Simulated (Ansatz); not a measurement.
Space group R-3m:H (No. 166). a = 3.465 Å, b = 3.465 Å, c = 21.214 Å, α = 90.00°, β = 90.00°, γ = 120.00°
| atom | site | symmetry | x | y | z |
| --- | --- | --- | --- | --- | --- |
| Cr | 3b | -3m | 0.6667 | 0.3333 | 0.8333 |
| S | 6c | 3m | 0.0000 | 0.0000 | 0.8922 |
| Au | 3a | -3m | 0.0000 | 0.0000 | 0.0000 |

Equation of state of this CrAuS$_{2}$ structure (not necessarily the ground state), with shape and atoms relaxed at each volume where symmetry leaves them free. Method: Ansatz 0.2.0, DFT PBEsol, scalar-relativistic, plane waves, PAW.

Cutoff 420 eV; k points 12×12×12 on the computed 4-atom cell (Γ-centred); Gaussian smearing, width 0.02 eV; collinear spin.

| V (Å³/atom) | E − E(largest V) (meV/atom) | P (GPa) | gap on mesh (eV) |
| --- | --- | --- | --- |
| 17.278 | 2.27 | 4.85 | 0.00 |
| 17.829 | -10.44 | 2.48 | 0.00 |
| 18.381 | -14.58 | -0.01 | 0.21 |
| 18.932 | -10.74 | -2.17 | 0.43 |
| 19.484 | 0.00 | -4.03 | 0.64 |

**Question.** Fit a third-order Birch–Murnaghan equation to E(V).

**Answer.** V0 = 18.38 Å³/atom, B0 = 76 GPa, B0' = 2.5.

Spin-orbit coupling is left out, which matters for the bands of heavy elements. The cell holds one magnetic atom, so it can only be ferromagnetic; an antiferromagnetic order may lie lower.